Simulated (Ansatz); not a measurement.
A relaxation computed with Ansatz, from input to last step.

```yaml
crystal:
  lattice:
    - [6.3868108211, 0.0, 0.0]
    - [0.0, 6.3868108211, 0.0]
    - [0.0, 0.0, 4.113751245]
  atoms:
    - { symbol: P, position: [0.0, 0.0, 0.0] }
    - { symbol: P, position: [0.5, 0.5, 0.5] }
    - { symbol: Pb, position: [0.306, 0.306, 0.0] }
    - { symbol: Pb, position: [0.194, 0.806, 0.5] }
    - { symbol: Pb, position: [0.694, 0.694, 0.0] }
    - { symbol: Pb, position: [0.806, 0.194, 0.5] }
basis:
  ecutwfc: 500
kpoints:
  mp_grid: { grid: [4, 4, 4] }
hamiltonian:
  xc: r2scan
scf:
  occupations: { method: gaussian, width: 0.1 }
  lower_state_search: "off"
output:
  forces: true
  stress: true
  eigenvalues: true
relax:
  adjacent_minimum: "off"
  f_tol: 0.04
  max_steps: 70
  cell: { stress_tol: 0.4 }
```

```bash
ansatz run input.yaml --threads 1 --pin off --max-ram 2560MiB --backend cpu --events-out ev --progress --plain --runs-dir out
```

These are results of DFT r2SCAN, scalar-relativistic, plane waves, PAW in Ansatz, not measurements.

Of 5 frames 5 are shown, positions in Å and forces in eV/Å; the SCF threshold varies from step to step. Steps run on the plane waves of an earlier cell, with a Pulay correction in the pressure. The basis is chosen afresh for the last frame, the zero of the energies, and at times for earlier ones too; energy and pressure step there, also at an unchanged geometry.

```xyz
6
Lattice="6.3868 0.0000 0.0000 0.0000 6.3868 0.0000 0.0000 0.0000 4.1138" Properties=species:S:1:pos:R:3:forces:R:3 pbc="T T T" step=1 free_energy_over_end_meV_per_atom=109.28 pressure_GPa=7.49
P     0.0000    0.0000    0.0000    0.0000    0.0000    0.0000
P     3.1934    3.1934    2.0569    0.0000    0.0000    0.0000
Pb    1.9544    1.9544    0.0000   -0.4940   -0.4940    0.0000
Pb    1.2390    5.1478    2.0569    0.4940   -0.4940    0.0000
Pb    4.4324    4.4324    0.0000    0.4940    0.4940    0.0000
Pb    5.1478    1.2390    2.0569   -0.4940    0.4940    0.0000
6
Lattice="6.6981 0.0000 0.0000 0.0000 6.6981 0.0000 0.0000 0.0000 4.1961" Properties=species:S:1:pos:R:3:forces:R:3 pbc="T T T" step=2 free_energy_over_end_meV_per_atom=6.80 pressure_GPa=0.82
P     0.0000    0.0000    0.0000    0.0000    0.0000    0.0000
P     3.3490    3.3490    2.0980    0.0000    0.0000    0.0000
Pb    1.9859    1.9859    0.0000    0.0581    0.0581    0.0000
Pb    1.3631    5.3350    2.0980   -0.0581    0.0581    0.0000
Pb    4.7122    4.7122    0.0000   -0.0581   -0.0581    0.0000
Pb    5.3350    1.3631    2.0980    0.0581   -0.0581    0.0000
6
Lattice="6.7822 0.0000 0.0000 0.0000 6.7822 0.0000 0.0000 0.0000 4.1470" Properties=species:S:1:pos:R:3:forces:R:3 pbc="T T T" step=3 free_energy_over_end_meV_per_atom=2.19 pressure_GPa=0.22
P     0.0000    0.0000    0.0000    0.0000    0.0000    0.0000
P     3.3911    3.3911    2.0735    0.0000    0.0000    0.0000
Pb    2.0099    2.0099    0.0000    0.0593    0.0593    0.0000
Pb    1.3812    5.4010    2.0735   -0.0593    0.0593    0.0000
Pb    4.7723    4.7723    0.0000   -0.0593   -0.0593    0.0000
Pb    5.4010    1.3812    2.0735    0.0593   -0.0593    0.0000
6
Lattice="6.8564 0.0000 0.0000 0.0000 6.8564 0.0000 0.0000 0.0000 4.0948" Properties=species:S:1:pos:R:3:forces:R:3 pbc="T T T" step=4 free_energy_over_end_meV_per_atom=0.29 pressure_GPa=0.01
P     0.0000    0.0000    0.0000    0.0000    0.0000    0.0000
P     3.4282    3.4282    2.0474    0.0000    0.0000    0.0000
Pb    2.0487    2.0487    0.0000   -0.0056   -0.0056    0.0000
Pb    1.3795    5.4769    2.0474    0.0056   -0.0056    0.0000
Pb    4.8077    4.8077    0.0000    0.0056    0.0056    0.0000
Pb    5.4769    1.3795    2.0474   -0.0056    0.0056    0.0000
6
Lattice="6.8564 0.0000 0.0000 0.0000 6.8564 0.0000 0.0000 0.0000 4.0948" Properties=species:S:1:pos:R:3:forces:R:3 pbc="T T T" step=5 free_energy_over_end_meV_per_atom=0.00 pressure_GPa=0.02
P     0.0000    0.0000    0.0000    0.0000    0.0000    0.0000
P     3.4282    3.4282    2.0474    0.0000    0.0000    0.0000
Pb    2.0487    2.0487    0.0000   -0.0054   -0.0054    0.0000
Pb    1.3795    5.4769    2.0474    0.0054   -0.0054    0.0000
Pb    4.8077    4.8077    0.0000    0.0054    0.0054    0.0000
Pb    5.4769    1.3795    2.0474   -0.0054    0.0054    0.0000
```

The start puts this composition into another compound's structure type, which needn't suit it. At the end the space group is P4_2/mnm (tolerance 0.05 Å).

Time: 49 s on 1 thread of Intel(R) Xeon(R) 6975P-C (Granite Rapids), with other jobs on the host, peak memory 0.91 GiB.

The k mesh is coarse. Spin–orbit coupling is left out, which can shift energies with elements as heavy as these.